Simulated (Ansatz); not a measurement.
NaMo3Se3:
Space group P6₃/m (No. 176); a = 8.7819 Å, b = 8.7819 Å, c = 4.4825 Å, α = 90.00°, β = 90.00°, γ = 120.00°

| atom | site | symmetry | x | y | z |
|---|---|---|---|---|---|
| Na | 2c | -6.. | 0.3333 | 0.6667 | 0.2500 |
| Mo | 6h | m.. | 0.1464 | 0.1912 | 0.2500 |
| Se | 6h | m.. | 0.3818 | 0.0891 | 0.2500 |

Relaxed at zero pressure with plane-wave PAW r²SCAN (Ansatz code).

### Question
The volume is lowered by 6 % and shape and atoms relax at that volume. What pressure results, and how do the axes share the change?

### Answer
2.4 GPa; a -2.8 %, b -2.8 %, c -0.4 %; the energy rises by 9 meV/atom.

### Question
Give the new structure.

### Answer

Space group P6₃/m (No. 176); a = b = 8.5335 Å, c = 4.4625 Å, α = β = 90.00°, γ = 120.00°

| atom | site | symmetry | x | y | z |
|---|---|---|---|---|---|
| Na | 2c | -6.. | 0.3333 | 0.6667 | 0.2500 |
| Mo | 6h | m.. | 0.1508 | 0.1963 | 0.2500 |
| Se | 6h | m.. | 0.3908 | 0.0896 | 0.2500 |

The phase is kept; no other phase was compared at this pressure.

Space group P6_3/m. The first step of the workflow began from a Materials Project structure, measured or hypothetical; the Crystallography Open Database copy checked does not list it. Whether it is the stable phase at ambient conditions was not checked. The r²SCAN relaxation kept the symmetry of its start; its stability against distortions is not shown here. The run is not spin-polarised.

Potentials: the later of the program's two PAW sets.
